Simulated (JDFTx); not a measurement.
An input for a modified build of JDFTx (Cu(110) with N, CANDLE, water, 1 M NaCl; bohr, hartree) and the course of its log:

```
lattice \
  6.7603629300 0.0000000000 0.0000000000 \
  0.0000000000 4.7802984669 0.0000000000 \
  0.0000000000 0.0000000000 45.5423996035
coords-type Lattice
ion Cu 0.0000000000 0.0000000000 -0.1343695072 0
ion Cu 0.5000000000 0.5000000000 -0.0524818470 0
ion Cu 0.0000000000 0.0000000000 0.0000000000 0
ion Cu 0.5000000000 0.5000000000 0.0524818470 0
ion Cu 0.0000000000 0.0000000000 0.1343695072 0
ion N 0.5000000000 0.5000000000 0.1317812741 0
ion N -0.5000000000 -0.5000000000 -0.1317812741 0
ion-species pseudo/cu_pbe_v1.2.upf
ion-species pseudo/n_pbe_v1.2.upf
elec-cutoff 20 100
elec-ex-corr gga-x-rpbe gga-c-pbe
coulomb-interaction Slab 001
coulomb-truncation-embed 0 0 0
kpoint-folding 6 8 1
elec-smearing Fermi 0.01
elec-n-bands 67
target-mu -0.163167
electronic-scf nIterations 100 energyDiffThreshold 1e-07
fluid LinearPCM
pcm-variant CANDLE
fluid-solvent H2O
fluid-cation Na+ 1
fluid-anion Cl- 1
fluid-minimize nIterations 400 knormThreshold 1e-12
wavefunction read f0.wfns
elec-initial-eigenvals f0.eigenvals
elec-initial-fillings read f0.fillings
fluid-initial-state f0.fluidState
dump-name f0_u0.$VAR
dump End State Ecomponents EigStats BandEigs Forces ElecDensity IonicPositions Fillings Kpoints Dtot FluidDebug BoundCharge FluidDensity
```

```
[one cycle in 5 is shown, and the last three; fluid-solver lines are left out]
	FillingsUpdate:  mu: -0.163167000  nElectrons: 105.923839
SCF: Cycle:  0   G: -1011.863343752293645   dG: +2.013e-01   |Residual|: 1.069e-01   |deigs|: 4.949e-05
	FillingsUpdate:  mu: -0.163167000  nElectrons: 105.201524
SCF: Cycle:  5   G: -1012.060487476156027   dG: -2.551e-03   |Residual|: 2.115e-02   |deigs|: 8.963e-04
	FillingsUpdate:  mu: -0.163167000  nElectrons: 105.168155
SCF: Cycle: 10   G: -1012.062888390782291   dG: -8.247e-06   |Residual|: 1.471e-02   |deigs|: 1.508e-05
	FillingsUpdate:  mu: -0.163167000  nElectrons: 105.366016
SCF: Cycle: 15   G: -1012.043517251097910   dG: -2.454e-03   |Residual|: 4.018e-02   |deigs|: 7.234e-04
	FillingsUpdate:  mu: -0.163167000  nElectrons: 105.740754
SCF: Cycle: 20   G: -1011.942619207354142   dG: +5.690e-02   |Residual|: 8.368e-02   |deigs|: 1.980e-03
	FillingsUpdate:  mu: -0.163167000  nElectrons: 105.462770
SCF: Cycle: 25   G: -1012.027900141545047   dG: -1.990e-03   |Residual|: 4.783e-02   |deigs|: 2.186e-04
	FillingsUpdate:  mu: -0.163167000  nElectrons: 105.569144
SCF: Cycle: 30   G: -1011.999046587800194   dG: +3.118e-02   |Residual|: 6.255e-02   |deigs|: 1.403e-03
	FillingsUpdate:  mu: -0.163167000  nElectrons: 105.740089
SCF: Cycle: 35   G: -1011.963336042257311   dG: +4.327e-02   |Residual|: 7.454e-02   |deigs|: 1.740e-03
	FillingsUpdate:  mu: -0.163167000  nElectrons: 105.752910
SCF: Cycle: 40   G: -1011.938217994664114   dG: +6.159e-02   |Residual|: 8.526e-02   |deigs|: 2.087e-03
	FillingsUpdate:  mu: -0.163167000  nElectrons: 105.742143
SCF: Cycle: 45   G: -1011.961926884779928   dG: +4.701e-02   |Residual|: 7.459e-02   |deigs|: 2.343e-03
	FillingsUpdate:  mu: -0.163167000  nElectrons: 105.513901
SCF: Cycle: 50   G: -1012.019592258306147   dG: +1.973e-03   |Residual|: 5.185e-02   |deigs|: 2.886e-04
	FillingsUpdate:  mu: -0.163167000  nElectrons: 105.611659
SCF: Cycle: 55   G: -1011.999014758008116   dG: -5.025e-01   |Residual|: 6.073e-02   |deigs|: 1.150e-02
	FillingsUpdate:  mu: -0.163167000  nElectrons: 105.666104
SCF: Cycle: 60   G: -1011.985428936156836   dG: -7.313e-02   |Residual|: 6.543e-02   |deigs|: 2.551e-03
	FillingsUpdate:  mu: -0.163167000  nElectrons: 105.917589
SCF: Cycle: 65   G: -1011.866067619262822   dG: +1.024e-01   |Residual|: 1.050e-01   |deigs|: 3.088e-03
	FillingsUpdate:  mu: -0.163167000  nElectrons: 105.933426
SCF: Cycle: 70   G: -1011.904552436647577   dG: -1.849e-02   |Residual|: 8.924e-02   |deigs|: 8.145e-04
	FillingsUpdate:  mu: -0.163167000  nElectrons: 105.222617
SCF: Cycle: 75   G: -1012.065620669471173   dG: -3.879e-02   |Residual|: 1.296e-02   |deigs|: 3.864e-03
	FillingsUpdate:  mu: -0.163167000  nElectrons: 105.648090
SCF: Cycle: 80   G: -1011.990614741778586   dG: +1.587e-03   |Residual|: 6.577e-02   |deigs|: 8.018e-04
	FillingsUpdate:  mu: -0.163167000  nElectrons: 105.411369
SCF: Cycle: 85   G: -1012.040313570855119   dG: -5.143e-02   |Residual|: 3.951e-02   |deigs|: 2.393e-03
	FillingsUpdate:  mu: -0.163167000  nElectrons: 105.658573
SCF: Cycle: 90   G: -1011.988886714314958   dG: +6.044e-03   |Residual|: 6.503e-02   |deigs|: 2.503e-04
	FillingsUpdate:  mu: -0.163167000  nElectrons: 105.899971
SCF: Cycle: 95   G: -1011.874707935723222   dG: +1.170e-01   |Residual|: 1.031e-01   |deigs|: 3.541e-03
	FillingsUpdate:  mu: -0.163167000  nElectrons: 105.956785
SCF: Cycle: 97   G: -1011.846687292087609   dG: -2.013e-01   |Residual|: 1.102e-01   |deigs|: 4.350e-03
	FillingsUpdate:  mu: -0.163167000  nElectrons: 105.712301
SCF: Cycle: 98   G: -1011.953105738017598   dG: -1.064e-01   |Residual|: 8.060e-02   |deigs|: 2.912e-03
	FillingsUpdate:  mu: -0.163167000  nElectrons: 105.489687
SCF: Cycle: 99   G: -1012.020264400463361   dG: -6.716e-02   |Residual|: 5.266e-02   |deigs|: 2.526e-03
SCF: None of the convergence criteria satisfied after 100 iterations.
IonicMinimize: Iter:   0  G: -1012.020264400463361  |grad|_K:  0.000e+00
IonicMinimize: Converged (|grad|_K<1.000000e-04).
```

This run gave no converged result. The electronic loop ended without meeting its threshold, so the last energy, electron count and forces aren't results.
